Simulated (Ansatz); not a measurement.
Relaxed Zr (hcp, Mg type):

```
Zr
1.0
    6.49204     0.00000     0.00000
   -1.62301     2.81113     0.00000
    0.00000     0.00000     5.15071
Zr
4
Direct
  0.16667   0.66667   0.75000
  0.66667   0.66667   0.75000
  0.33333   0.33333   0.25000
  0.83333   0.33333   0.25000
```

The atoms are displaced by Q × the pattern below (from a DFPT mode at M = (0.5, 0.0, 0.0), largest move 1; Q in Å), at fixed cell. (q is in reciprocal vectors of the primitive cell; the cell shown is doubled to hold the pattern.)

```json
[
 {"atom": "Zr1", "x": "0.000", "y": "0.000", "z": "1.000"},
 {"atom": "Zr2", "x": "0.000", "y": "0.000", "z": "-1.000"},
 {"atom": "Zr3", "x": "0.000", "y": "0.000", "z": "-1.000"},
 {"atom": "Zr4", "x": "0.000", "y": "0.000", "z": "1.000"}
]
```

The numbers are results of r2SCAN (plane waves to 500 eV, PAW, scalar-relativistic; Ansatz, a first-principles code), not measurements. k mesh 8×16×9 (Γ-centred), Fermi-Dirac smearing 0.05 eV. With partly filled bands, energies and forces of such displacements shift with the k mesh and the smearing. Zr is run without spin polarisation. Zr was relaxed with its symmetry unable to fall.

At one point of the scan the forces (eV/Å) are:

```
atom      Fx      Fy      Fz
----  ------  ------  ------
Zr1   -0.065  -0.038   0.899
Zr2   -0.065  -0.038  -0.899
Zr3    0.065   0.038  -0.899
Zr4    0.065   0.038   0.899
```

**Question.** Which point is it?
(A) Q = -0.017 Å
(B) Q = -0.083 Å
(C) Q = -0.100 Å
(D) Q = -0.033 Å

**Answer.** C, Q = -0.100 Å

(For displaced atoms, the force is minus the slope of the energy, and its curvature is a force constant, which sets phonon frequencies.)
